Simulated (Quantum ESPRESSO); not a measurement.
## Band energies of InBi

```xyz
2
Lattice="0.0000 3.3627 3.3627 3.3627 0.0000 3.3627 3.3627 3.3627 0.0000" Properties=species:S:1:pos:R:3 pbc="T T T"
In     0.0000     0.0000     0.0000
Bi     5.0440     5.0440     5.0440
```

norm-conserving PBEsol (Quantum ESPRESSO, 70 Ry, with spin-orbit coupling); path ΓXWKΓLUWLK,UX; energies in eV from the Fermi level.

```csv
k (1/Å),point,band 28,band 29,band 30,band 31,band 32,band 33,band 34,band 35
0.00,Γ,0.61,0.61,0.61,2.46,2.46,2.97,2.97,2.97
0.35,,-0.57,1.52,1.52,1.83,1.83,4.13,4.13,4.39
0.70,,-1.64,1.01,1.01,1.54,1.54,5.87,5.87,6.82
0.93,X,-1.85,1.01,1.01,1.17,1.17,6.67,6.67,7.79
1.05,,-1.92,1.12,1.25,1.27,1.53,6.25,6.56,7.16
1.40,W,-2.40,2.33,3.22,3.48,3.63,3.76,4.04,4.66
1.73,K,-1.74,1.23,1.30,3.01,3.54,5.29,5.44,5.88
1.83,,-1.56,1.30,1.43,3.68,4.53,4.87,5.10,5.34
2.13,,-0.78,1.18,1.52,3.60,3.62,4.04,4.09,4.29
2.43,,0.04,0.76,0.96,2.80,2.95,3.03,3.16,3.90
2.72,Γ,0.61,0.61,0.61,2.46,2.46,2.97,2.97,2.97
3.03,,0.17,0.36,0.36,3.05,3.05,3.50,3.53,3.57
3.43,,-0.43,-0.17,-0.17,3.46,3.46,3.81,3.82,5.60
3.53,L,-0.46,-0.19,-0.19,3.46,3.46,3.81,3.81,5.58
3.76,,-1.10,0.88,1.16,3.32,3.34,4.21,4.22,5.70
4.10,U,-1.74,1.23,1.30,3.01,3.54,5.29,5.44,5.88
4.43,W,-2.40,2.33,3.22,3.48,3.63,3.76,4.04,4.66
4.72,,-1.54,1.58,2.09,3.13,3.33,4.41,5.19,5.35
5.00,,-0.73,0.16,0.36,3.41,3.48,3.79,3.86,5.68
5.09,L,-0.46,-0.19,-0.19,3.46,3.46,3.81,3.81,5.58
5.26,,-0.93,0.55,0.81,3.35,3.38,3.96,3.98,5.78
5.50,,-1.51,1.28,1.44,3.50,4.06,4.84,4.92,5.28
5.67,K,-1.74,1.23,1.30,3.01,3.54,5.29,5.44,5.88
5.67,U,-1.74,1.23,1.30,3.01,3.54,5.29,5.44,5.88
6.00,X,-1.85,1.01,1.01,1.17,1.17,6.67,6.67,7.79
```

A metal at this level: along this path bands 27, 28, 29, 30 cross the Fermi level.

Geometry relaxed with PBEsol.

The structure is a Materials Project entry; no match was found in the copy of COD used, and its stability was not checked.
